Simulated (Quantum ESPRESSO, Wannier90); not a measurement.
Mg2Ge (anti-fluorite): Wannier90 run

```xyz
3
Lattice="0.0000 3.1843 3.1843 3.1843 0.0000 3.1843 3.1843 3.1843 0.0000" Properties=species:S:1:pos:R:3 pbc="T T T"
Mg    -1.5921    -1.5921    -1.5921
Mg     1.5921     1.5921     1.5921
Ge     0.0000     0.0000     0.0000
```

Cell from Materials Project (mp-408), symmetrised, no further relaxation. COD (Crystallography Open Database) has an entry of this formula and space group (matched by these alone). Level: PBEsol, spinors with spin-orbit coupling; pw.x of Quantum ESPRESSO at 68 Ry with PseudoDojo potentials, 6×6×6 k-points, Wannier90. Density: 8×8×8 mesh, Gaussian smearing 0.01 Ry.

A tight-binding model is made by disentanglement and projection with no localisation steps (num_iter = 0), so the 24 orbitals stay atom-like: hydrogen-like Mg: s;p; Ge: s;p, axes along x, y, z; frozen window up to 3.00 eV relative to the Fermi level. It follows pw.x to 13 meV rms for states up to 1.0 eV relative to the Fermi level. Matrix elements depend on this choice of orbitals and windows.

The 45 largest hoppings ⟨m,0|H|n,R⟩ between different sites (one of each Hermitian pair; signs follow the real orbitals' lobes; the list may end inside a set of equal values):

```json
[
 {"m": "Mg2 pz↑", "n": "Mg1 pz↑", "R": "0 0 1", "distance of the centres (Å)": "3.18", "t (eV)": "1.976", "Im t (eV)": "0.000"},
 {"m": "Mg2 pz↓", "n": "Mg1 pz↓", "R": "0 0 1", "distance of the centres (Å)": "3.18", "t (eV)": "1.976", "Im t (eV)": "0.000"},
 {"m": "Mg2 py↑", "n": "Mg1 py↑", "R": "0 1 0", "distance of the centres (Å)": "3.18", "t (eV)": "1.976", "Im t (eV)": "0.000"},
 {"m": "Mg2 py↓", "n": "Mg1 py↓", "R": "0 1 0", "distance of the centres (Å)": "3.18", "t (eV)": "1.976", "Im t (eV)": "0.000"},
 {"m": "Mg2 px↑", "n": "Mg1 px↑", "R": "0 1 1", "distance of the centres (Å)": "3.18", "t (eV)": "1.976", "Im t (eV)": "0.000"},
 {"m": "Mg2 px↓", "n": "Mg1 px↓", "R": "0 1 1", "distance of the centres (Å)": "3.18", "t (eV)": "1.976", "Im t (eV)": "0.000"},
 {"m": "Mg2 px↑", "n": "Mg1 px↑", "R": "1 0 0", "distance of the centres (Å)": "3.18", "t (eV)": "1.976", "Im t (eV)": "0.000"},
 {"m": "Mg2 px↓", "n": "Mg1 px↓", "R": "1 0 0", "distance of the centres (Å)": "3.18", "t (eV)": "1.976", "Im t (eV)": "0.000"},
 {"m": "Mg2 py↑", "n": "Mg1 py↑", "R": "1 0 1", "distance of the centres (Å)": "3.18", "t (eV)": "1.976", "Im t (eV)": "0.000"},
 {"m": "Mg2 py↓", "n": "Mg1 py↓", "R": "1 0 1", "distance of the centres (Å)": "3.18", "t (eV)": "1.976", "Im t (eV)": "0.000"},
 {"m": "Mg2 pz↑", "n": "Mg1 pz↑", "R": "1 1 0", "distance of the centres (Å)": "3.18", "t (eV)": "1.976", "Im t (eV)": "0.000"},
 {"m": "Mg2 pz↓", "n": "Mg1 pz↓", "R": "1 1 0", "distance of the centres (Å)": "3.18", "t (eV)": "1.976", "Im t (eV)": "0.000"},
 {"m": "Mg2 s↑", "n": "Mg1 pz↑", "R": "0 0 1", "distance of the centres (Å)": "3.18", "t (eV)": "-1.193", "Im t (eV)": "0.000"},
 {"m": "Mg2 s↓", "n": "Mg1 pz↓", "R": "0 0 1", "distance of the centres (Å)": "3.18", "t (eV)": "-1.193", "Im t (eV)": "0.000"},
 {"m": "Mg2 pz↑", "n": "Mg1 s↑", "R": "0 0 1", "distance of the centres (Å)": "3.18", "t (eV)": "1.193", "Im t (eV)": "0.000"},
 {"m": "Mg2 pz↓", "n": "Mg1 s↓", "R": "0 0 1", "distance of the centres (Å)": "3.18", "t (eV)": "1.193", "Im t (eV)": "0.000"},
 {"m": "Mg2 s↑", "n": "Mg1 py↑", "R": "0 1 0", "distance of the centres (Å)": "3.18", "t (eV)": "-1.193", "Im t (eV)": "0.000"},
 {"m": "Mg2 s↓", "n": "Mg1 py↓", "R": "0 1 0", "distance of the centres (Å)": "3.18", "t (eV)": "-1.193", "Im t (eV)": "0.000"},
 {"m": "Mg2 py↑", "n": "Mg1 s↑", "R": "0 1 0", "distance of the centres (Å)": "3.18", "t (eV)": "1.193", "Im t (eV)": "0.000"},
 {"m": "Mg2 py↓", "n": "Mg1 s↓", "R": "0 1 0", "distance of the centres (Å)": "3.18", "t (eV)": "1.193", "Im t (eV)": "0.000"},
 {"m": "Mg2 s↑", "n": "Mg1 px↑", "R": "0 1 1", "distance of the centres (Å)": "3.18", "t (eV)": "1.193", "Im t (eV)": "0.000"},
 {"m": "Mg2 s↓", "n": "Mg1 px↓", "R": "0 1 1", "distance of the centres (Å)": "3.18", "t (eV)": "1.193", "Im t (eV)": "0.000"},
 {"m": "Mg2 px↑", "n": "Mg1 s↑", "R": "0 1 1", "distance of the centres (Å)": "3.18", "t (eV)": "-1.193", "Im t (eV)": "0.000"},
 {"m": "Mg2 px↓", "n": "Mg1 s↓", "R": "0 1 1", "distance of the centres (Å)": "3.18", "t (eV)": "-1.193", "Im t (eV)": "0.000"},
 {"m": "Mg2 s↑", "n": "Mg1 px↑", "R": "1 0 0", "distance of the centres (Å)": "3.18", "t (eV)": "-1.193", "Im t (eV)": "0.000"},
 {"m": "Mg2 s↓", "n": "Mg1 px↓", "R": "1 0 0", "distance of the centres (Å)": "3.18", "t (eV)": "-1.193", "Im t (eV)": "0.000"},
 {"m": "Mg2 px↑", "n": "Mg1 s↑", "R": "1 0 0", "distance of the centres (Å)": "3.18", "t (eV)": "1.193", "Im t (eV)": "0.000"},
 {"m": "Mg2 px↓", "n": "Mg1 s↓", "R": "1 0 0", "distance of the centres (Å)": "3.18", "t (eV)": "1.193", "Im t (eV)": "0.000"},
 {"m": "Mg2 s↑", "n": "Mg1 py↑", "R": "1 0 1", "distance of the centres (Å)": "3.18", "t (eV)": "1.193", "Im t (eV)": "0.000"},
 {"m": "Mg2 s↓", "n": "Mg1 py↓", "R": "1 0 1", "distance of the centres (Å)": "3.18", "t (eV)": "1.193", "Im t (eV)": "0.000"},
 {"m": "Mg2 py↑", "n": "Mg1 s↑", "R": "1 0 1", "distance of the centres (Å)": "3.18", "t (eV)": "-1.193", "Im t (eV)": "0.000"},
 {"m": "Mg2 py↓", "n": "Mg1 s↓", "R": "1 0 1", "distance of the centres (Å)": "3.18", "t (eV)": "-1.193", "Im t (eV)": "0.000"},
 {"m": "Mg2 s↑", "n": "Mg1 pz↑", "R": "1 1 0", "distance of the centres (Å)": "3.18", "t (eV)": "1.193", "Im t (eV)": "0.000"},
 {"m": "Mg2 s↓", "n": "Mg1 pz↓", "R": "1 1 0", "distance of the centres (Å)": "3.18", "t (eV)": "1.193", "Im t (eV)": "0.000"},
 {"m": "Mg2 pz↑", "n": "Mg1 s↑", "R": "1 1 0", "distance of the centres (Å)": "3.18", "t (eV)": "-1.193", "Im t (eV)": "0.000"},
 {"m": "Mg2 pz↓", "n": "Mg1 s↓", "R": "1 1 0", "distance of the centres (Å)": "3.18", "t (eV)": "-1.193", "Im t (eV)": "0.000"},
 {"m": "Ge3 pz↑", "n": "Mg1 s↑", "R": "0 0 0", "distance of the centres (Å)": "2.76", "t (eV)": "1.020", "Im t (eV)": "0.000"},
 {"m": "Ge3 pz↑", "n": "Mg2 s↑", "R": "0 0 0", "distance of the centres (Å)": "2.76", "t (eV)": "-1.020", "Im t (eV)": "0.000"},
 {"m": "Ge3 pz↓", "n": "Mg1 s↓", "R": "0 0 0", "distance of the centres (Å)": "2.76", "t (eV)": "1.020", "Im t (eV)": "0.000"},
 {"m": "Ge3 pz↓", "n": "Mg2 s↓", "R": "0 0 0", "distance of the centres (Å)": "2.76", "t (eV)": "-1.020", "Im t (eV)": "0.000"},
 {"m": "Ge3 px↑", "n": "Mg1 s↑", "R": "0 0 0", "distance of the centres (Å)": "2.76", "t (eV)": "1.020", "Im t (eV)": "-0.002"},
 {"m": "Ge3 px↑", "n": "Mg2 s↑", "R": "0 0 0", "distance of the centres (Å)": "2.76", "t (eV)": "-1.020", "Im t (eV)": "0.002"},
 {"m": "Ge3 px↓", "n": "Mg1 s↓", "R": "0 0 0", "distance of the centres (Å)": "2.76", "t (eV)": "1.020", "Im t (eV)": "0.002"},
 {"m": "Ge3 px↓", "n": "Mg2 s↓", "R": "0 0 0", "distance of the centres (Å)": "2.76", "t (eV)": "-1.020", "Im t (eV)": "-0.002"},
 {"m": "Ge3 py↑", "n": "Mg1 s↑", "R": "0 0 0", "distance of the centres (Å)": "2.76", "t (eV)": "1.020", "Im t (eV)": "0.002"}
]
```
